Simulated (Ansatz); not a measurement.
SnSe:
```yaml
crystal:
  lattice:
    - [4.19271, 0.00000, 0.00000]
    - [0.00000, 4.19271, 0.00000]
    - [0.00000, 0.00000, 32.00000]
  atoms:
    - { symbol: Sn, position: [0.50000, 0.00000, 0.54201] }
    - { symbol: Se, position: [0.50000, 0.00000, 0.45844] }
    - { symbol: Sn, position: [0.00000, 0.50000, 0.45799] }
    - { symbol: Se, position: [0.00000, 0.50000, 0.54156] }
```
The layer is periodic in x and y and isolated along z.

Relaxed with LDA.

Tabulate the total density of states from LDA (plane waves, PAW; program Ansatz).

States/eV per cell of 4 atoms, means over 0.25 eV bins, energy of the bin centre from the valence-band maximum.

| E (eV) | total |
|---|---|
| -7.86 | 1.79 |
| -7.61 | 3.08 |
| -7.36 | 3.37 |
| -7.11 | 3.17 |
| -6.86 | 2.28 |
| -6.61 | 0.94 |
| -6.36 | 0.51 |
| -6.11 | 0.44 |
| -5.86 | 0.36 |
| -5.61 | 0.10 |
| -5.36 | 0.61 |
| -5.11 | 0.78 |
| -4.86 | 0.87 |
| -4.61 | 0.88 |
| -4.36 | 1.03 |
| -4.11 | 1.20 |
| -3.86 | 3.80 |
| -3.61 | 4.23 |
| -3.36 | 3.48 |
| -3.11 | 2.76 |
| -2.86 | 2.77 |
| -2.61 | 2.40 |
| -2.36 | 5.33 |
| -2.11 | 4.67 |
| -1.86 | 1.46 |
| -1.61 | 1.11 |
| -1.36 | 1.25 |
| -1.11 | 2.61 |
| -0.86 | 3.38 |
| -0.61 | 2.80 |
| -0.36 | 0.45 |
| -0.11 | 0.12 |
| 0.14 | 0.00 |
| 0.39 | 0.00 |
| 0.64 | 0.11 |
| 0.89 | 0.64 |
| 1.14 | 3.77 |
| 1.39 | 2.88 |
| 1.64 | 1.99 |
| 1.89 | 3.05 |
| 2.14 | 2.84 |
| 2.39 | 2.70 |
| 2.64 | 2.79 |
| 2.89 | 3.08 |
| 3.14 | 3.26 |
| 3.39 | 2.89 |
| 3.64 | 3.15 |
| 3.89 | 3.48 |
| 4.14 | 4.15 |

Space group P4/nmm (square). The layer was cut from a bulk entry of the Materials Project (measured or hypothetical); whether that bulk phase is the ambient one, and whether the layer has been isolated, was not checked. Symmetry was held in the LDA relaxation; its stability against distortions is not shown here. Spin–orbit coupling is left out wherever it is not named.

Potentials: the later of the program's two PAW sets.
